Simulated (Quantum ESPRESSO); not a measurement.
# Band energies of KNH2

```
CELL_PARAMETERS angstrom
      4.54756     0.00000     0.00000
      0.00000     3.73932     0.00000
     -0.57236     0.00000     6.15901
ATOMIC_POSITIONS crystal
  H  0.70095 0.46097 0.13032
  H  0.29905 0.53903 0.86968
  H  0.29905 0.96097 0.86968
  H  0.70095 0.03903 0.13032
  N  0.72744 0.25000 0.23647
  N  0.27256 0.75000 0.76353
  K  0.22487 0.75000 0.30966
  K  0.77513 0.25000 0.69034
```

LDA (Quantum ESPRESSO, PseudoDojo norm-conserving, 84 Ry, scalar-relativistic); path ΓYHCEM1AXH1,MDZ,YD; energies in eV from the valence-band maximum.

| k (1/Å) | point | band 12 | band 13 | band 14 | band 15 | band 16 | band 17 | band 18 | band 19 |
|---|---|---|---|---|---|---|---|---|---|
| 0.00 | Γ | -4.96 | -2.76 | -2.03 | -0.30 | 0.00 | 1.94 | 3.99 | 5.84 |
| 0.26 |  | -4.95 | -2.82 | -2.28 | -0.33 | 0.00 | 2.41 | 4.16 | 5.22 |
| 0.51 | Y | -4.95 | -2.86 | -2.52 | -0.36 | 0.00 | 3.04 | 4.23 | 4.79 |
| 0.94 |  | -5.03 | -2.89 | -2.49 | -0.73 | -0.51 | 3.78 | 4.43 | 5.41 |
| 1.16 | H | -5.06 | -2.92 | -2.45 | -0.90 | -0.65 | 4.08 | 4.43 | 5.72 |
| 1.16 | C | -5.07 | -2.93 | -2.46 | -0.90 | -0.65 | 4.08 | 4.45 | 5.72 |
| 1.58 |  | -5.61 | -2.64 | -2.33 | -0.65 | -0.46 | 4.78 | 5.06 | 5.68 |
| 1.79 |  | -5.94 | -2.45 | -2.27 | -0.45 | -0.34 | 5.21 | 5.44 | 5.49 |
| 2.00 | E | -6.09 | -2.31 | -2.31 | -0.33 | -0.33 | 5.36 | 5.36 | 5.62 |
| 2.00 | M1 | -6.09 | -2.30 | -2.30 | -0.33 | -0.33 | 5.20 | 5.20 | 5.77 |
| 2.22 |  | -6.08 | -2.18 | -2.18 | -0.30 | -0.30 | 4.46 | 4.46 | 6.10 |
| 2.45 | A | -6.07 | -2.09 | -2.09 | -0.29 | -0.29 | 4.18 | 4.18 | 5.78 |
| 2.62 |  | -5.97 | -2.17 | -2.05 | -0.38 | -0.32 | 4.25 | 4.28 | 5.63 |
| 2.95 |  | -5.44 | -2.41 | -2.08 | -0.79 | -0.65 | 4.29 | 4.51 | 5.46 |
| 3.12 |  | -5.17 | -2.52 | -2.11 | -0.97 | -0.81 | 4.04 | 4.31 | 5.64 |
| 3.29 | X | -5.06 | -2.57 | -2.12 | -1.04 | -0.87 | 3.92 | 4.21 | 5.70 |
| 3.51 |  | -5.06 | -2.73 | -2.26 | -0.99 | -0.75 | 4.01 | 4.28 | 5.68 |
| 3.74 | H1 | -5.06 | -2.92 | -2.45 | -0.90 | -0.65 | 4.08 | 4.43 | 5.72 |
| 3.74 | M | -6.09 | -2.30 | -2.30 | -0.33 | -0.33 | 5.20 | 5.20 | 5.77 |
| 4.06 |  | -6.21 | -2.27 | -2.27 | -0.37 | -0.37 | 5.00 | 5.00 | 5.49 |
| 4.22 |  | -6.29 | -2.25 | -2.25 | -0.41 | -0.41 | 4.83 | 4.83 | 5.52 |
| 4.38 | D | -6.32 | -2.24 | -2.24 | -0.42 | -0.42 | 4.76 | 4.76 | 5.54 |
| 4.72 |  | -6.30 | -2.11 | -2.11 | -0.40 | -0.40 | 4.51 | 4.51 | 5.50 |
| 4.89 | Z | -6.29 | -2.06 | -2.06 | -0.39 | -0.39 | 4.44 | 4.44 | 5.46 |
| 4.89 | Y | -4.95 | -2.86 | -2.52 | -0.36 | 0.00 | 3.04 | 4.23 | 4.79 |
| 5.23 |  | -5.44 | -2.67 | -2.39 | -0.40 | -0.12 | 3.58 | 4.81 | 5.32 |
| 5.40 |  | -5.85 | -2.50 | -2.28 | -0.43 | -0.24 | 4.04 | 5.09 | 5.54 |
| 5.74 | D | -6.32 | -2.24 | -2.24 | -0.42 | -0.42 | 4.76 | 4.76 | 5.54 |

The LDA gap is direct, 1.94 eV at Γ.

Geometry of the Materials Project entry, not relaxed at this level.
